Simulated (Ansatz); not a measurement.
B (α-B12, space group No. 166) under volume change, r²SCAN (plane waves, PAW; program Ansatz), shape and atoms relaxed at each volume.

```csv
V (Å³/atom),E − E(relaxed) (meV/atom),P (GPa)
6.574,45.5,24.20
6.791,19.2,14.93
7.008,4.6,6.92
7.224,0.0,-0.01
7.441,4.1,-5.98
7.658,15.8,-11.11
7.874,33.9,-15.50
```

What does a third-order Birch–Murnaghan fit give for V₀, B₀ and B′?

V₀ = 7.22 Å³/atom, B₀ = 213 GPa, B′ = 3.9.

Space group R-3m (α-B12). The r²SCAN relaxation kept the symmetry of its start; phonons on a q-mesh show no instability.

Potentials: the later of the program's two PAW sets.
